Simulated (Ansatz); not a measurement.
# CdS: computed property card

CdS:
```xyz
12
Lattice="4.1925 0.0000 0.0000 -2.0963 3.6308 0.0000 0.0000 0.0000 20.5168" Properties=species:S:1:pos:R:3 pbc="T T T"
Cd     0.0000     0.0000    20.5122
Cd     0.0000     0.0000    10.2538
Cd     2.0963     1.2103    17.0958
Cd     0.0000     2.4206     6.8374
Cd     2.0963     1.2103     3.4172
Cd     0.0000     2.4206    13.6756
S      0.0000     0.0000    17.9445
S      0.0000     0.0000     7.6861
S      2.0963     1.2103    14.5277
S      0.0000     2.4206     4.2693
S      2.0963     1.2103     0.8492
S      0.0000     2.4206    11.1076
```

Space group P6_3mc (No. 186); conventional cell a = b = 4.193 Å, c = 20.517 Å, α = β = 90.00°, γ = 120.00°.

Method: PBE in the plane-wave PAW code Ansatz. Structure relaxed to zero pressure with the same functional. Other levels are named where they apply.

Cell and energy:

```json
{
  "volume_per_atom": "26.03 Å³",
  "density": "4.61 g/cm³",
  "Formation energy from the elements (no fitted shifts)": "-0.66 eV/atom"
}
```

Electronic structure:

```json
{
 "band_gap": "1.06 eV (direct)",
 "valence_band_maximum": "at Γ",
 "conduction_band_minimum": "at Γ",
 "electron_effective_mass": "0.12 mₑ (isotropic)",
 "Electron effective mass with spin–orbit coupling": "0.12 mₑ (isotropic)",
 "Hole effective mass, band 1 of 2 at the edge": "1.7 along x, 1.7 along z (mₑ)",
 "Hole effective mass, band 2 of 2 at the edge": "0.12 along x, 1.7 along z (mₑ)",
 "Hole effective mass with spin–orbit coupling": "0.28, 0.28, 1.7 mₑ (principal values)",
 "HSE06 gap on the PBE cell": "2.07 eV",
 "Gap with spin–orbit coupling": "1.05 eV"
}
```

Mechanics:

```json
{
 "Bulk modulus (Birch–Murnaghan fit)": "53.3 GPa",
 "Pressure derivative B′": "4.6",
 "Elastic constants (relaxed ions, GPa)": "C11 = 78.5, C12 = 44.9, C13 = 36.5, C33 = 87.2, C44 = 15.1",
 "mechanical_stability": "stable (all eigenvalues of C positive)",
 "hill_bulk_and_shear_moduli": "53.3 and 17.5 GPa",
 "Young's modulus": "47.3 GPa",
 "Poisson's ratio": "0.35",
 "debye_temperature_from_the_elastic_constants": "220 K",
 "Piezoelectric stress constants (proper, relaxed ions, C/m²)": "e15 = e24 = 0.11, e31 = e32 = 0.13, e33 = -0.24"
}
```

Phonons:

```json
{
  "Highest zone-centre frequency (without LO–TO term)": "281 cm⁻¹",
  "zone_centre_stability": "no imaginary mode at Γ",
  "dynamical_stability_on_the_path": "stable (no imaginary branch)",
  "zero_point_energy": "30.6 meV/atom",
  "Vibrational entropy at 300 K": "37.4 J/(K·mol of atoms)"
}
```

Charges:

```json
{
 "bader_charges": "Cd +0.86, S -0.86 to -0.85 e"
}
```

The cell is a constructed one: a structure type filled with these elements. Its sites differ from those of the usual phase in this space group: another stacking or structure type. The PBE relaxation kept the symmetry of its start. Signs of piezoelectric constants follow the polarity of the cell as given. The references are the lowest solids computed at this level, not always the standard phases. Scalar-relativistic: spin–orbit coupling is off unless named, which matters more the heavier the elements.

Potentials: the later of the program's two PAW sets.
